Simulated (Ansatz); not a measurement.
Start of a relaxation of Al3BAs4:

```cif
data_structure
_symmetry_space_group_name_H-M 'Amm2'
_symmetry_Int_Tables_number 38
_cell_length_a 3.7575
_cell_length_b 7.5151
_cell_length_c 10.6279
_cell_angle_alpha 90.000
_cell_angle_beta 90.000
_cell_angle_gamma 90.000
_cell_volume 300.12
loop_
_atom_site_label
_atom_site_type_symbol
_atom_site_symmetry_multiplicity
_atom_site_Wyckoff_symbol
_atom_site_fract_x
_atom_site_fract_y
_atom_site_fract_z
_atom_site_occupancy
Al1 Al 4 e 0.50000 0.25000 0.25000 1
Al2 Al 2 a 0.00000 0.50000 0.00000 1
B1 B 2 a 0.00000 0.00000 0.00000 1
As1 As 4 d 0.00000 0.75000 0.12500 1
As2 As 2 b 0.50000 0.50000 0.87500 1
As3 As 2 b 0.50000 0.50000 0.37500 1
```

These are results of DFT PBE, scalar-relativistic, plane waves, PAW in Ansatz 0.2.0, not measurements. Cutoff 420 eV, Gaussian smearing, Γ-centred meshes. Cell and atoms relax first on a coarse mesh and then on a converged one. In between, the cell is made exact in the group found at 0.06 Å. The steps can't lower the symmetry of their start. No spin polarisation.

A guess keeps its type if space group and coordination stay and the shape of the cell changes little (axis ratios within about 15 %, angles within 6°); the volume may change.

Question: Will the relaxed cell still be of the starting type?

Answer: It keeps its type. The symmetry stays Amm2 (No. 38). The volume per atom grows by 12.1 %, from 18.8 to 21.0 Å³. The shortest distance goes from 2.30 Å (Al–As and B–As) to 2.16 Å (B–As). Counting neighbours within 15 % of an atom's shortest distance, the start has Al 4, As 4, B 4 and the end Al 4, As 4, B 4.

Formation energies are uncorrected and refer to the elements' standard structures at the same level.

Question: At what energy does it end?

Answer: −0.216 eV/atom.

The last run used a 10×6×6 mesh (in the run's order of axes) for its 8-atom cell and Gaussian smearing of 0.02 eV. The reference form of As is held partly by dispersion forces, which this level lacks. Symmetry constrained the relaxation, so the result can be a saddle point. Another cell of Al3BAs4 relaxed alike, in P-43m, lies 23 meV/atom lower, so this cell isn't the stable form at this level.
